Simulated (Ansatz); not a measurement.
**How far is PAW off for WC?**

```
W C
1.0
     2.90050    0.00000    0.00000
    -1.45025    2.51191    0.00000
     0.00000    0.00000    2.82900
W C
1 1
Direct
  0.00000 0.00000 0.00000
  0.66667 0.33333 0.50000
```

Atoms are numbered in the order listed.

Conventional cell: a = 2.901 Å, b = 2.901 Å, c = 2.829 Å, α = 90.00°, β = 90.00°, γ = 120.00°. W (atom 1) is surrounded by 6 C at 2.19 Å. C (atom 2) is surrounded by 6 W at 2.19 Å.

Structure: COD 2102244, as refined from experiment and not relaxed.

No spin–orbit coupling, which matters for the heavy atoms here.

Methods: DFT, PBEsol, PAW with Ansatz's default frozen-core files, scalar-relativistic (Ansatz 0.2.0); DFT, PBEsol, all-electron PAW with datasets made for the crystal, scalar-relativistic (Ansatz 0.2.0); DFT, PBEsol, all-electron LAPW, scalar-relativistic (Ansatz 0.2.0).

For PAW: a Γ-centred 13×13×12 k mesh, Fermi–Dirac smearing of 0.05 eV, cutoff 420 eV, no spin polarisation; the PAW files were made with PBE, and the program remakes their frozen cores for this functional. The crystal-made all-electron datasets (AE datasets) take a cutoff of 340 eV at this cell. LAPW targets a basis error of 1 meV/atom. The Ansatz runs share mesh, smearing and spin set-up. Plane-wave (PAW) pressures include the program's estimate of the Pulay term.

Stress and pressure are positive in compression.

No spin–orbit coupling: at heavy atoms the gradients can be off by tens of per cent for that reason.

In a metal, gradients converge slowly with the k mesh: the values move by tens of per cent from one mesh to another, at times in sign, so only the comparison on one mesh counts.

Levels count from the Fermi level.

```tsv
quantity	PAW	AE datasets	LAPW
pressure (GPa)	?	-0.77	-0.77
stress xx (GPa)	-0.66	-0.61	-0.61
stress zz (GPa)	?	-1.10	-1.09
highest filled level at Γ (eV)	-3.380	-3.378	-3.378
lowest empty level at Γ (eV)	0.110	0.111	0.111
highest filled level at L (eV)	-4.196	-4.193	-4.193
lowest empty level at L (eV)	0.304	0.304	0.304
highest filled level at H (eV)	-0.666	-0.663	-0.663
lowest empty level at H (eV)	4.438	4.439	4.439
field gradient Vzz at W1 (10²¹ V/m²)	?	-13.69	–
```

Give the missing entry: row "stress zz (GPa)", column "PAW".

-1.14.

What belongs in the row "pressure (GPa)", column "PAW"?

-0.82.

What belongs in the row "field gradient Vzz at W1 (10²¹ V/m²)", column "PAW"?

-14.32.
